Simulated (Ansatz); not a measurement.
Given:

TaSb2:
```xyz
6
Lattice="5.1131 1.8164 0.0000 -5.1131 1.8164 0.0000 -4.1914 0.0000 7.1423" Properties=species:S:1:pos:R:3 pbc="T T T"
Ta     0.1701     1.8164     5.7976
Ta    -4.3615     1.8164     1.3446
Sb    -5.8404     1.8164     3.8175
Sb     1.6489     1.8164     3.3248
Sb    -1.4464     1.8164     0.8120
Sb    -2.7450     1.8164     6.3302
```

This is the PBEsol-relaxed structure.

All from DFT-PBEsol in the program Ansatz with PAW potentials, unless another level is named. Predict the electronic character.

metallic (no gap).

Next, the density of states at the Fermi level?

0.12 states/eV per atom (mean over ±0.08 eV).

Predict the formation energy from the elements (no fitted shifts).

-0.20 eV/atom.

Space group C2/m. The first step of the workflow began from a Materials Project structure, measured or hypothetical; the Crystallography Open Database copy checked does not list it. Whether it is the stable phase at ambient conditions was not checked. The cell was relaxed with PBEsol under the symmetry of its start; whether a distortion lowers the energy is not shown. No spin polarisation was allowed. The references are the lowest solids computed at this level, not always the standard phases. Spin–orbit coupling is left out wherever it is not named.

Potentials: the later of the program's two PAW sets.
